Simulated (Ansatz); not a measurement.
A relaxed cell of SrSn2O3 is given with its symmetry left out. The cell was found from a structure generator's guess, not taken from experiment.

The calculation used DFT PBE, scalar-relativistic, plane waves, PAW (Ansatz 0.2.0). Cutoff 420 eV, Γ-centred mesh, Gaussian smearing, no spin polarisation.

```
Sr Sn O
1.0
     4.69455    0.00000    0.00000
    -2.34727    4.06560    0.00000
     0.00000    0.00000    9.92941
Sr Sn O
1 2 3
Direct
  0.00000 0.00000 0.50000
  0.00000 0.00000 0.14206
  0.00000 0.00000 0.85794
  0.50000 0.00000 0.50000
  0.00000 0.50000 0.50000
  0.50000 0.50000 0.50000
```

The zero of energy is the elements' standard structures at the same level (O₂ as a molecule); no fitted shifts are applied. The references include grey tin.

(1) Find its symmetry and describe it.

(2) What is its formation energy per atom?

(3) Is it a metal?

## Answers

(1) P6/mmm (No. 191). Conventional cell: a = 4.695 Å, c = 9.929 Å. Sr has 6 O at 2.35 Å and 2 Sn at 3.55 Å; around Sn lie 1 Sn at 2.82 Å and 1 Sr at 3.55 Å; around O lie 2 Sr at 2.35 Å and 4 O at 2.35 Å.

(2) +0.36 eV/atom. The separate elements lie lower, so it is unstable against them.

(3) Yes, bands cross the Fermi level on the 12×12×4 mesh.

The last run used a 12×12×4 mesh (in the run's order of axes) for its 6-atom cell and Gaussian smearing of 0.10 eV. The cell is a metal run without spin; a magnetic state may lie lower. Symmetry constrained the relaxation, so the result can be a saddle point. Another cell of SrSn2O3 relaxed alike, in P6mm, lies 1.85 eV/atom lower, so this cell isn't the stable form at this level.
